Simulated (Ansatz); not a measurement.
AlP:
```xyz
2
Lattice="0.0000 2.7375 2.7375 2.7375 0.0000 2.7375 2.7375 2.7375 0.0000" Properties=species:S:1:pos:R:3 pbc="T T T"
Al     0.0000     0.0000     0.0000
P      1.3688     1.3688     1.3688
```

Relaxed with HSE06.

Give the Bader charges and basin volumes of the independent atoms, HSE06 in the plane-wave PAW code Ansatz.



```tsv
atom	Bader charge (e)	Bader volume (Å³)
Al1	+2.16	6.5
P2	-2.16	34.6
```

Space group F-43m (zinc blende). Symmetry was held in the HSE06 relaxation.

Potentials: the earlier of the program's two PAW sets.
